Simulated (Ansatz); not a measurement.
Each is relaxed and computed with plane-wave PAW r²SCAN (Ansatz code). Which is the only metal?
A) SiO2, P3_121 (Si on 3a, O on 6c)
B) SiC, zinc blende
C) TiSi2, Cmcm (Ti on 4c, Si on 4c, Si on 4c)
D) HfSiO4, I4_1/amd (Hf on 4a, Si on 4b, O on 16h)

C, TiSi2, Cmcm (Ti on 4c, Si on 4c, Si on 4c). TiSi2: metal; HfSiO4: gap 6.00 eV (indirect); SiO2: gap 6.60 eV (indirect); SiC: gap 1.71 eV (indirect). All cells were relaxed under the symmetry of their starts (and spin orders); stability against distortions was not tested throughout. Rows with no word on spin ran without spin polarisation. Spin–orbit coupling is left out wherever it is not named.

Potentials: the earlier of the program's two PAW sets.
